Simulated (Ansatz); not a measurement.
# HPt: reading a single point

```
CELL_PARAMETERS angstrom
4.45971 0.00000 0.00000
0.00000 4.45971 0.00000
0.00000 0.00000 4.81174
ATOMIC_POSITIONS crystal
Pt 0.25000 0.25000 0.25000
Pt 0.25000 0.75000 0.75000
Pt 0.75000 0.75000 0.25000
Pt 0.75000 0.25000 0.75000
H 0.00000 0.00000 0.00000
H 0.50000 0.50000 0.50000
H 0.00000 0.00000 0.50000
H 0.50000 0.50000 0.00000
```

Single point in Ansatz 0.2.0 with r2SCAN, no spin polarisation. Cutoff 500 eV, PAW datasets, 8×8×7 Γ-centred k mesh, fermi-dirac filling (width 0.1 eV).

Question: What is the formation energy?

Answer: 0.38 eV an atom against the elements' usual phases (free molecules for gases, crystals otherwise, with no correction for O₂ or N₂), so at this geometry it isn't bound against them. Relaxing would lower it.

Question: What happens at the Fermi level?

Answer: It is a metal, with about 2.1 states/eV a cell as the mean within 0.25 eV of the Fermi level, mostly Pt d (79 %).

Question: Give the Bader charges.

Answer: Bader charges in e: H -0.09, Pt +0.09. In the mean Pt gives up most and H takes most.

Question: What does the stress say?

Answer: The pressure is -24.4 GPa (compression positive), so with the atoms held at these fractions the cell would first shrink. The principal stresses -25.1, -25.1, -23.0 GPa differ, so its shape would change too.

Question: What do density and ELF say about some of the short contacts?

Answer: Pt–H at 1.98 Å: least valence density 0.43 e/Å³ and ELF 0.34 there. Both are smooth PAW fields, read partly inside the augmentation spheres.

Origin: a known structure type with other elements, at an estimated volume, so it need not be a known compound. Caveats: atoms or cell far from equilibrium.
